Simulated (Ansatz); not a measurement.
Values for one crystal, relaxed and computed with r²SCAN (plane waves, PAW; program Ansatz); other levels are named.

- Volume per atom: 27.01 Å³
- Band gap: 1.06 eV (indirect)
- Formation energy from the elements (no fitted shifts): -0.31 eV/atom
- Smallest direct gap on the standard path: 1.06 eV
- Valence-band maximum: at Γ
- Conduction-band minimum: on the K–Γ line, 41 % of the way from K (6 equivalent valleys)

Question: Pick the material that matches.
(A) SnTe, rock salt
(B) AlSiTe3, P-31m (Al on 2d, Si on 2e, Te on 6k)
(C) TeSe2, C2 (Te on 2b, Se on 4c)
(D) Te2Mo, P6_3/mmc (Te on 4f, Mo on 2c)

Answer: D, Te2Mo, P6_3/mmc (Te on 4f, Mo on 2c)

The r²SCAN relaxation kept the symmetry of its start. The run is not spin-polarised. A crystal of weakly bound layers computed without a dispersion correction: the cell and the soft elastic constants depend strongly on that. The references are the lowest solids computed at this level, not always the standard phases. Scalar-relativistic: spin–orbit coupling is off unless named, which matters more the heavier the elements.

Potentials: the earlier of the program's two PAW sets.
